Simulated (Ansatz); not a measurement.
Does relaxation matter for the field gradients of SiO2?

Start: a structure deposited in the COD.

Space group P4_12_12 (No. 92); a = 4.9717, c = 6.9223 Å.

| site | Wyckoff | site symmetry | x | y | z |
| --- | --- | --- | --- | --- | --- |
| Si | 4a | ..2 | 0.3003 | 0.3003 | 0.0000 |
| O | 8b | 1 | 0.2392 | 0.1044 | 0.1787 |

One atom of each set is listed.

The numbers come from a DFT calculation in Ansatz (PBE, plane waves and PAW (field gradients read without the response of the frozen cores, which leaves them typically 4 to 6 % off), scalar-relativistic, 420 eV cutoff, Γ-centred 5×5×4 k-points, Fermi–Dirac smearing 0.02 eV).

The largest force at the start is 0.47 eV/Å. Relaxing the ions at fixed cell moves them by 0.078 Å at most (atom 10, O) and 0.067 Å rms.

| site | moved (Å) | first shell before | first shell after | V_zz before (10²¹ V/m²) | η before |
| --- | --- | --- | --- | --- | --- |
| Si | 0.036 | 4 O at 1.60 Å | 4 O at 1.62–1.63 Å | -0.33 | 0.97 |
| O | 0.078 | 2 Si at 1.60 Å, angle 146° | 2 Si at 1.62–1.63 Å, angle 143° | 9.39 | 0.14 |

**Question.** How do the gradients change?

**Answer.** 

| site | V_zz after | η after | change of V_zz |
| --- | --- | --- | --- |
| Si | -0.35 | 0.82 | -0.02 |
| O | 9.74 | 0.20 | +0.35 |

The largest change of V_zz is on O, from 9.39 to 9.74. In per cent, |V_zz| changes by +4 on O (all sites that start above 0.5).
